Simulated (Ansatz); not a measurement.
**Does relaxation matter for the field gradients of ZnSe with oxygen replacing Se?**

Start: a supercell of ZnSe (zinc blende type, F-43m) built from an entry of the Crystallography Open Database (COD), with all atoms left at the host's positions.

Space group F-43m (No. 216); a = 17.0028 Å.

| site | Wyckoff | site symmetry | x | y | z |
| --- | --- | --- | --- | --- | --- |
| Zn1 | 16e | .3m | 0.4167 | 0.0833 | 0.4167 |
| Zn3 | 24g | 2.mm | 0.7500 | 0.0833 | 0.7500 |
| Zn5 | 48h | ..m | 0.7500 | 0.9167 | 0.5833 |
| Zn14 | 4d | -43m | 0.7500 | 0.7500 | 0.7500 |
| Zn18 | 16e | .3m | 0.0833 | 0.5833 | 0.9167 |
| O | 4a | -43m | 0.5000 | 0.0000 | 0.5000 |
| Se29 | 48h | ..m | 0.6667 | 0.0000 | 0.6667 |
| Se32 | 16e | .3m | 0.8333 | 0.8333 | 0.6667 |
| Se36 | 16e | .3m | 0.1667 | 0.6667 | 0.8333 |
| Se42 | 24f | 2.mm | 0.0000 | 0.6667 | 0.0000 |

One atom of each set is listed; the run and its k-mesh use a cell of 54 atoms with edges of 12.02, 12.02, 12.02 Å.

Method: Kohn–Sham DFT in Ansatz, PBE, plane waves and PAW, scalar-relativistic, 420 eV cutoff, Γ-centred 2×2×2 k-points, Fermi–Dirac smearing 0.01 eV.

The largest force at the start is 1.4 eV/Å. Relaxing the ions at fixed cell moves them by 0.353 Å at most (atom 1, Zn) and 0.104 Å rms.

```json
{"site": "Zn1", "moved (Å)": "0.353", "first shell before": "3 Se at 2.45 Å; also 1 O at 2.45 Å", "first shell after": "1 O at 2.10 Å, 3 Se at 2.52 Å", "V_zz before (10²¹ V/m²)": "3.59", "η before": "0.00"}
{"site": "Zn3", "moved (Å)": "0.008", "first shell before": "4 Se at 2.45 Å", "first shell after": "4 Se at 2.46–2.51 Å", "V_zz before (10²¹ V/m²)": "-0.076", "η before": "0.29"}
{"site": "Zn5", "moved (Å)": "0.015", "first shell before": "4 Se at 2.45 Å", "first shell after": "4 Se at 2.46 Å", "V_zz before (10²¹ V/m²)": "0.026", "η before": "0.60"}
{"site": "Zn18", "moved (Å)": "0.010", "first shell before": "4 Se at 2.45 Å", "first shell after": "4 Se at 2.46 Å", "V_zz before (10²¹ V/m²)": "0.016", "η before": "0.00"}
{"site": "O", "moved (Å)": "0.000", "first shell before": "4 Zn at 2.45 Å", "first shell after": "4 Zn at 2.10 Å", "V_zz before (10²¹ V/m²)": "0.00", "η before": "–"}
{"site": "Se29", "moved (Å)": "0.082", "first shell before": "4 Zn at 2.45 Å", "first shell after": "4 Zn at 2.46–2.52 Å", "V_zz before (10²¹ V/m²)": "1.22", "η before": "0.01"}
{"site": "Se32", "moved (Å)": "0.002", "first shell before": "4 Zn at 2.45 Å", "first shell after": "4 Zn at 2.46 Å", "V_zz before (10²¹ V/m²)": "0.005", "η before": "0.00"}
{"site": "Se36", "moved (Å)": "0.006", "first shell before": "4 Zn at 2.45 Å", "first shell after": "4 Zn at 2.46 Å", "V_zz before (10²¹ V/m²)": "-0.033", "η before": "0.00"}
{"site": "Se42", "moved (Å)": "0.007", "first shell before": "4 Zn at 2.45 Å", "first shell after": "4 Zn at 2.46 Å", "V_zz before (10²¹ V/m²)": "0.044", "η before": "0.36"}
```

(1) What are V_zz and η after the relaxation?

Answers

(1) 

```json
{"site": "Zn1", "V_zz after": "-1.69", "η after": "0.00", "change of V_zz": "-5.28"}
{"site": "Zn3", "V_zz after": "-1.04", "η after": "0.23", "change of V_zz": "-0.97"}
{"site": "Zn5", "V_zz after": "-0.34", "η after": "0.57", "change of V_zz": "-0.37"}
{"site": "Zn18", "V_zz after": "0.24", "η after": "0.00", "change of V_zz": "+0.23"}
{"site": "O", "V_zz after": "0.00", "η after": "–", "change of V_zz": "0.00"}
{"site": "Se29", "V_zz after": "5.72", "η after": "0.39", "change of V_zz": "+4.50"}
{"site": "Se32", "V_zz after": "-0.65", "η after": "0.00", "change of V_zz": "-0.66"}
{"site": "Se36", "V_zz after": "-1.16", "η after": "0.00", "change of V_zz": "-1.13"}
{"site": "Se42", "V_zz after": "-0.098", "η after": "0.64", "change of V_zz": "–"}
```

The largest change of V_zz along a kept axis is on Zn1, from 3.59 to -1.69. Small gradients that grow severalfold: Zn3 (-0.076 to -1.04), Se36 (-0.033 to -1.16). Where |V_zz| stays above 0.1 and the axes keep their order, η moves most on Se29, from 0.01 to 0.39. V_zz changes sign on Zn1 (same axis), Zn5 (same axis). On Se42 the largest principal value lies along another axis in the second run, so the two V_zz can't be compared directly. Other sites without a gradient aren't listed.

The defect repeats with the cell of 54 atoms, so it feels its images: sites between two images don't show the values beside a lone defect, and zeros or small values of η there can come from the images' arrangement.
Before: The neighbours have not yet relaxed around the defect (largest force 1.4 eV/Å), so a real crystal will differ.
After: The relaxation keeps the site symmetry -43m of the start, so the impurity can't leave its site; a start off the site could end lower. With a gap of 0.8 eV on this mesh, small gradients can still move by 0.1 × 10²¹ V/m² or more as the k-mesh gets denser.
